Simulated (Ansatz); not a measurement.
Cold compression of GaIr

```xyz
2
Lattice="3.0285 0.0000 0.0000 0.0000 3.0285 0.0000 0.0000 0.0000 3.0285" Properties=species:S:1:pos:R:3 pbc="T T T"
Ga    0.0000    0.0000    0.0000
Ir    1.5143    1.5143    1.5143
```

The base volume is that of a database entry, so it needn't be at zero pressure; the structure needn't be the stable phase, at rest or compressed.

Its volume is scaled at fixed shape and fractional positions.

Computed with Ansatz 0.2.0; functional PBEsol, scalar-relativistic. Settings: a Γ-centred 12×12×12 k mesh, Fermi–Dirac smearing of 0.05 eV, no spin polarisation. Methods: LAPW: all electrons, basis error target 1 meV/atom; PAW: frozen-core files, cutoff 420 eV; crystal datasets: all electrons, by PAW datasets that the program makes for each cell.

Energies are extrapolated to zero smearing and count from the unscaled cell; pressure is positive in compression; gaps take the mesh and a band path. No temperature or zero-point motion is included.

Spin–orbit coupling is left out, which matters for the heavy atoms. The PAW files were made under PBE.

| V/V0 | V (Å³/atom) | P LAPW (GPa) | ΔE LAPW (eV/atom) | P PAW − LAPW (GPa) | ΔE PAW − LAPW (meV/atom) |
| --- | --- | --- | --- | --- | --- |
| 1.00 | 13.89 | -1.99 | 0.000 | -0.05 | 0.0 |
| 0.80 | 11.11 | ? | 0.593 | -0.01 | -0.7 |
| 0.70 | 9.72 | 196.5 | 1.777 | 0.16 | -0.1 |
| 0.60 | 8.33 | 406.9 | 4.288 | 0.77 | 3.5 |

**Question.** Fill in "P LAPW (GPa)" for the row "0.80".

**Answer.** 88.1.

**Question.** From the table, what is the rise of the enthalpy H = E + pV up to the last row, and how stiff is the crystal between the last two rows?

**Answer.** ΔH = 4.288 eV + (406.9 GPa × 8.33 Å³ + 1.99 GPa × 13.89 Å³) × 0.006242 eV/(GPa·Å³) = 25.62 eV/atom, of which pV makes 83 %. The mean bulk modulus there is −ΔP/Δln V = 1360 GPa.

**Question.** At the smallest volume, how far do crystal datasets lie from LAPW in pressure?

**Answer.** crystal datasets: 0.00 GPa, on a LAPW pressure of 406.9 GPa.

**Question.** How do the Löwdin populations by LAPW change from the unscaled cell to the last row?

**Answer.** Ga 4s 1.04 → 0.83, Ga 4p 2.28 → 2.39, Ir 5s 1.94 → 1.88, Ir 6s 0.56 → 0.52, Ir 5d 8.12 → 8.37 electrons an atom. These are projections on the shells that the free atoms fill; 0.11 e a cell lies outside them at the start and 0.12 e at the end.
